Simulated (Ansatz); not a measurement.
Input file for Ansatz (a quantum-chemistry and plane-wave program):

Ansatz 0.2 input:
```yaml
crystal:
  lattice:
    - [3.1794727502, 0.0, 0.0]
    - [-1.5897363751, 2.7535041723, 0.0]
    - [0.0, 0.0, 5.2743935269]
  atoms:
    - { symbol: B, position: [0.6666666667, 0.3333333333, 0.5004461428] }
    - { symbol: B, position: [0.3333333333, 0.6666666667, 0.0004461428] }
    - { symbol: P, position: [0.6666666667, 0.3333333333, 0.8745538572] }
    - { symbol: P, position: [0.3333333333, 0.6666666667, 0.3745538572] }
kpoints:
  mp_grid: { grid: [7, 7, 4] }
hamiltonian:
  xc: hse06
  pseudopotentials: { kind: paw }
scf:
  n_extra_bands: 6
  occupations: { method: fixed }
output:
  eigenvalues: true
  eigenstates:
    e_range: [-9.0, 9.2]
    kpoints:
      - [0.0, 0.0, 0.0]  # VBM
      - [0.333333, 0.333333, 0.0]  # CBM
      - [0.0, 0.0, 0.0]  # GAMMA
      - [0.0, 0.0, 0.5]  # A
      - [0.3333333333, 0.3333333333, 0.0]  # K
      - [0.3333333333, 0.3333333333, 0.5]  # H
      - [0.5, 0.0, 0.0]  # M
      - [0.5, 0.0, 0.5]  # L
```

Output (shortened):

```
Pseudopotential: B, paw, valence charge 3
Pseudopotential: P, paw, valence charge 5
Functional definition: HSE06
davidson cushion auto → on  (no smearing: the cushion is to keep the highest requested band from converging to the state above it …
Crystal: 4 atoms, lattice volume = 46.176 Å³
Basis set: ecut = 420 eV, 893 PW (Γ)
Bands: 14, of which v1, the nominal top of the filled ones, is band 8 counted from 1 (7 counted from 0)
Symmetry: 12 space group operations
Space group: P63mc (ITA 186), of the structure as read, at distance tolerance 3.6e-5 Å
k-points: 24 of 196 (time reversal used)
SCF iter   1: F=—  HF=-1824.826116 eV  |F-HF|=—  |Δ(HF+E_count)|=         —  Δρ=1.75e-3  dr2=8.59e-4  ethr=1.77e-3  ⟨swp⟩=7.0  Hψ=1790  notcnv=0
preconditioner: auto → none
SCF iter   2: F=-1824.826264 eV  HF=-1824.826208 eV  |F-HF|=5.59e-5  |Δ(HF+E_count)|=   9.20e-5  Δρ=7.55e-4  dr2=1.19e-4  ethr=5.37e-6  ⟨swp⟩=4.0  Hψ=1101  notcnv=0  defer=1
SCF 1 stopped early in 2 iterations: F = -1824.826264 eV  dr2 = 1.19e-4
Crystal: 4 atoms, lattice volume = 46.176 Å³
Exchange kernel: α = 0.2500, screened, ω = 0.2079 Å⁻¹, Wigner–Seitz truncation, v(0) = 1046.2107 eV·Å³, q-mesh 7×7×4, nearest image of the exchange supercell L …
Frozen-core exchange: fock
SCF iter   1: F=—  HF=-1826.206508 eV  |F-HF|=—  |Δ(HF+E_count)|=         —  Δρ=4.38e-3  dr2=5.13e-3  ethr=7.41e-6  ⟨swp⟩=6.3  Hψ=1671  notcnv=0
preconditioner: auto → none
SCF iter   2: F=—  HF=-1826.204465 eV  |F-HF|=—  |Δ(HF+E_count)|=   2.04e-3  Δρ=1.97e-3  dr2=1.22e-3  ethr=7.41e-6  ⟨swp⟩=3.0  Hψ=1017  notcnv=0
SCF iter   3: F=—  HF=-1826.208470 eV  |F-HF|=—  |Δ(HF+E_count)|=   4.00e-3  Δρ=6.47e-4  dr2=1.07e-4  ethr=5.29e-6  ⟨swp⟩=3.2  Hψ=1038  notcnv=0
iter 4 solved again at ethr=1.34e-8 eV; its pass at ethr=6.04e-7 eV (dr2=2.15e-6 eV) is discarded
SCF iter   4: F=—  HF=-1826.208434 eV  |F-HF|=—  |Δ(HF+E_count)|=   3.57e-5  Δρ=9.51e-5  dr2=1.00e-5  ethr=1.34e-8  ⟨swp⟩=3.2  Hψ=1736  notcnv=0
SCF iter   5: F=-1826.208498 eV  HF=-1826.208499 eV  |F-HF|=1.54e-6  |Δ(HF+E_count)|=   6.53e-5  Δρ=9.16e-5  dr2=2.94e-6  ethr=1.34e-8  ⟨swp⟩=4.1  Hψ=1227  notcnv=0
SCF 2 stopped early in 5 iterations: F = -1826.208498 eV  dr2 = 2.94e-6
hybrid outer 1: dexx = +4.962e-3 eV, tail = 8.70e-6 eV
Crystal: 4 atoms, lattice volume = 46.176 Å³
Exchange kernel: α = 0.2500, screened, ω = 0.2079 Å⁻¹, Wigner–Seitz truncation, v(0) = 1046.2107 eV·Å³, q-mesh 7×7×4, nearest image of the exchange supercell L …
Frozen-core exchange: fock
SCF iter   1: F=—  HF=-1826.208478 eV  |F-HF|=—  |Δ(HF+E_count)|=         —  Δρ=1.86e-5  dr2=1.64e-7  ethr=2.72e-7  ⟨swp⟩=2.2  Hψ=774  notcnv=0
preconditioner: auto → none
iter 2 solved again at ethr=2.13e-11 eV; its pass at ethr=9.93e-10 eV (dr2=3.41e-9 eV) is discarded
SCF iter   2: F=-1826.208478 eV  HF=-1826.208478 eV  |F-HF|=1.46e-9  |Δ(HF+E_count)|=   3.56e-8  Δρ=5.08e-6  dr2=9.18e-9  ethr=2.13e-11  ⟨swp⟩=2.8  Hψ=1952  notcnv=0
SCF 3 converged in 2 iterations: F = -1826.208478 eV  dr2 = 9.18e-9
hybrid outer 2: dexx = +5.570e-8 eV, tail = 1.93e-8 eV, Δε = 1.69e-3 eV (about 1.28e-4 eV left of the loop's levels)
NSCF: frozen V_eff on 8 k-points
hybrid SCF converged: 2 outer / 7 inner (+2 warm-up), last move |dexx| = 5.57e-8 eV, tail = 1.93e-8 eV
Stability not checked (fock_operator)
Free energy (F): -1826.208478 eV
Frozen-core exchange: fock
Harris-Foulkes:  -1826.208478 eV  (|F-HF|=1.46e-9)
Internal energy: -1826.208478 eV  (E = F + TS)
E sigma→0 (E₀):  -1826.208478 eV
Fermi energy:    9.359541 eV
--- Per-component energies (eV) ---
  E_band       = 28.871266
  E_kinetic    = 244.122306
  E_local      = -133.477903  (includes V_loc(G=0)·N_el)
  E_nonlocal   = 88.704286
  E_hartree    = 34.386093
  E_xc         = -155.227916
  E_vxc        = -163.558306  (∫ρ·V_xc dr)
  E_exx        = -27.558137  (= α·E_x^exact, valence–valence)
  E_paw        = -1304.422381  (= ΣΔE_a)
  E_vpaw       = -20.574930  (= ΣTr[D̂ρ^β])
  E_aug_tail   = 0.000001  (compensation charges beyond the density's cutoff)
  E_ewald      = -572.558410
  E_core_change = -0.176417  (= ΣΔE_core)
  E_smearing   =  0.000000  (= −TS)
  E_closure    = 0.000000  (closes the sum)
  Σ components = -1826.208478   (vs F -1826.208478, Δ=2.27e-13)
  [band-id]    e_kinetic+e_local+e_nonlocal+2·e_hartree+e_vxc+2·e_exx+e_vpaw+e_augmentation_tail = 28.871366   (vs E_band 28.871266, Δ=9.96e-5)
--- Band table (eV; the first three rows and the last of 24) ---
  k-point 0: bands = ["-8.2060", "-4.6006", "-1.0965", "7.0061", "7.0061", "8.8821", "9.3595", "9.3595", "12.9803", "12.9803", "13.4896", "13.5325", "16.2515", "16.2515"]
  k-point 1: bands = ["-7.9010", "-5.6344", "0.5140", "6.8827", "7.2501", "7.2501", "8.8445", "8.8445", "13.4651", "13.4651", "13.6806", "14.0808", "15.6435", "15.6435"]
  k-point 2: bands = ["-7.0055", "-7.0055", "3.5505", "3.5505", "7.9338", "7.9338", "7.9338", "7.9338", "14.0281", "14.0281", "14.4937", "14.4937", "14.4937", "14.4937"]
  k-point 23: bands = ["-3.3689", "-3.3689", "-0.1416", "-0.1416", "2.6029", "2.6029", "6.0844", "6.0844", "13.3730", "13.3730", "15.4845", "15.4845", "17.9414", "17.9414"]
```

Cost: roughly 2.9 core-minutes on shared cores.

The points marked VBM and CBM come from a semilocal run.

Space group P6_3mc (wurtzite). The first step of the workflow began from a Materials Project structure, measured or hypothetical; the Crystallography Open Database copy checked does not list it. It is not the phase usual at ambient conditions (space group No. 216). Symmetry was held in the PBEsol relaxation; its stability against distortions is not shown here.

Potentials: the later of the program's two PAW sets.

Ansatz is a plane-wave DFT program.
